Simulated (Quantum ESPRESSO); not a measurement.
Mg3PdAl3W, one composition in several site orders

Computed values, not a measurement. The program is pw.x of Quantum ESPRESSO 7.5 (plane-wave density functional theory). The cell is made up: eight metal atoms on a face-centred cubic lattice, with elements, volume, strain and displacements drawn at random and not relaxed, so it may be unstable or far from any real phase. PseudoDojo standard norm-conserving files set the functional (PBE unless stated); there is no spin polarisation or spin-orbit coupling, the Fermi-Dirac width of 0.25 eV means electrons at about 2900 K, and the masses in the input are unused placeholders. Heavy elements are run without spin-orbit coupling, which real alloys of them have. A spin test at this wide smearing found no moment, but such smearing suppresses magnetism that the real alloy may have.

The runs put one composition on the sites in different orders. Cell, positions, cutoff, mesh and smearing stay as in the input of run 1; sites are counted in its order. Stress in the tables is positive in tension.

Input of run 1:

```
&control calculation='scf', pseudo_dir='./dojo.nc.sr.pbe.v0_5.standard.upf', outdir='./o', disk_io='medium', tprnfor=.true., tstress=.true. /
&system ibrav=0, nat=8, ntyp=4, nbnd=46, ecutwfc=84.00895049, nosym=.true., tot_charge=0,
 occupations='smearing', smearing='fd', degauss=0.0183746611
/
&electrons conv_thr=1.470e-08, electron_maxstep=70, mixing_beta=0.5 /
ATOMIC_SPECIES
Al 1.0 Al.upf
Mg 1.0 Mg.upf
Pd 1.0 Pd.upf
W 1.0 W.upf
CELL_PARAMETERS angstrom
0.0068 -2.1101 -2.1688
-6.3739 -2.1139 0.0243
-2.1118 4.262 -6.5413
ATOMIC_POSITIONS angstrom
Mg -0.0003 -0.0989 0.0028
Pd -2.1341 2.0983 -4.3391
Mg -2.0585 0.1171 -2.2444
Al -4.1861 2.0402 -6.5138
Al -4.2666 -0.0005 -4.3329
Mg -4.2489 -2.1852 -2.1121
Al -6.4044 0.1589 -6.4336
W -6.4081 -2.139 -4.2927
K_POINTS automatic
8 4 3 1 1 1
```

```
run  elements on sites 1 to 8  free energy less that of run 1 (eV)  -TS (eV)  pressure (GPa)  stress xx (GPa)  stress yy (GPa)  stress zz (GPa)  stress yz (GPa)  stress xz (GPa)  stress xy (GPa)  iterations
  1    Mg Pd Mg Al Al Mg Al W                                0.000    -0.966           -8.43             7.78             8.21             9.29            -1.30            -0.56             0.69          16
  2    Mg Pd Mg Mg W Al Al Al                               -0.176    -0.959           -9.07             8.15             8.86            10.19            -0.96             0.15            -0.27          17
  3    Mg Al Al Mg Pd Al W Mg                                0.092    -0.983           -8.47             7.34             7.94            10.12            -1.08            -0.94             0.82          17
  4    Mg Al Pd Al Mg Al Mg W                               -0.062    -0.985           -8.37             9.00             7.52             8.60            -0.69             1.34            -1.52          17
  5    Al Mg Mg Al W Mg Pd Al                               -0.222    -0.943           -8.92             7.98             9.23             9.53            -1.02            -1.14             1.01          16
  6    Al Al Al Mg Mg W Mg Pd                               -0.029    -0.966           -9.26             8.61             9.19             9.99            -0.25            -2.16             1.94          17
```

Forces Fx Fy Fz (eV/Å):

```
site              run 1              run 2             run 3             run 4             run 5              run 6
   1    -0.27 0.20 0.11     0.27 0.20 0.10    0.21 0.40 0.06  -0.89 0.79 -0.45   0.29 -0.31 0.34    0.50 0.98 -0.63
   2   -0.13 0.03 -0.03    0.09 -0.07 0.01   0.41 0.05 -0.04   0.72 -0.41 0.53   0.20 0.22 -0.19    0.70 -0.29 0.29
   3  -0.14 -0.14 -0.11  -0.78 -0.11 -0.08  -1.19 -0.23 0.10   0.01 -0.15 0.03  -0.54 -0.39 0.22   -0.02 -0.54 0.41
   4    0.18 -0.46 0.50    0.05 -0.29 0.39  -0.70 -0.03 0.38  -0.07 0.31 -0.17  -0.45 -0.44 0.50   -0.21 0.70 -0.49
   5   -0.68 0.14 -0.07   -1.05 -0.04 0.23   0.22 0.16 -0.10   0.15 -0.45 0.56  -1.04 0.14 -0.11   -0.17 -0.63 0.75
   6   -0.18 0.27 -0.30    0.00 0.64 -0.60   0.34 -0.10 0.13  -0.11 0.76 -0.77   0.06 0.09 -0.09   -0.23 0.30 -0.37
   7    0.17 -1.10 0.80    0.42 -1.20 0.72  -0.10 -0.90 0.06   0.32 -0.77 0.23   0.17 0.03 -0.12  -0.32 -0.41 -0.09
   8    1.06 1.07 -0.90    1.01 0.88 -0.78   0.81 0.65 -0.59  -0.12 -0.07 0.05   1.31 0.66 -0.55   -0.25 -0.12 0.15
```

The sites are displaced and not relaxed, so the energy differences mix bonding between neighbours with strain and are not ordering energies. A rerun of one cell of this series at a higher cutoff and on a denser mesh moved values by no more than 0.011 eV in energy, 0.09 GPa in stress and 0.015 eV/Å in force, and a second program with other atomic files agreed on that cell to 2 % rms in force and 0.5 GPa in pressure.